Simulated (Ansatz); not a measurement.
A generator proposed this cell of NaWF₃.

```xyz
5
Lattice="4.0999 0.0000 0.0000 -2.0499 3.5506 0.0000 0.0000 0.0000 5.3787" Properties=species:S:1:pos:R:3 pbc="T T T"
Na    0.0000    0.0000    2.6893
W     0.0000    0.0000    0.0000
F     2.0499    0.0000    2.6893
F    -1.0250    1.7753    2.6893
F     1.0250    1.7753    2.6893
```

Level of theory: Ansatz 0.2.0, DFT PBE, scalar-relativistic, plane waves, PAW. Plane waves to 420 eV, a k mesh through Γ of 6×6×4 on the computed 5-atom cell and Gaussian smearing (0.10 eV); collinear spin from starting moments 0.0 0.0 0.0 0.0 0.0 μB.

Energies over the elements count from the elements' standard structures at the same level (F₂ as a molecule), with no fitted energy shifts.

Problem. How far from equilibrium is it?

Solution. The pressure is 17.5 GPa (the mean over three directions, positive in compression), the largest force is 0.00 eV/Å (symmetry fixes the atoms), and the energy is +0.86 eV/atom against the elements. The shortest distance is 2.05 Å.

Problem. Is it a good guess?

Solution. A rough one: relaxing gains about 0.27 eV/atom (the start's value is from the coarse mesh, so the gain is rough) in 18 ionic steps and ends at +0.59 eV/atom on the finer mesh. The symmetry stays P6/mmm (No. 191). The volume per atom grows by 48.6 %, from 15.7 to 23.3 Å³. The shortest distance goes from 2.05 Å (Na–F and F–F) to 2.35 Å (Na–F and F–F). Conventional cell: a = 4.691 Å, c = 6.104 Å. Na is surrounded by 6 F at 2.35 Å and 2 W at 3.05 Å; W is surrounded by 2 Na at 3.05 Å; around F lie 2 Na at 2.35 Å and 4 F at 2.35 Å.

The last run used collinear spin, a 12×12×6 mesh (in the run's order of axes) for its 5-atom cell and Gaussian smearing of 0.10 eV. These runs have no spin–orbit coupling, which can matter for W. The magnetic state reached may not be the lowest. The relaxation can't lower the symmetry of the start, and the grade says only how near the guess is to its own end. A structure relaxed within its symmetry needn't be a true minimum. Another cell of NaWF3 relaxed alike, in Pm-3m, lies 1.30 eV/atom lower, so this cell isn't the stable form at this level.
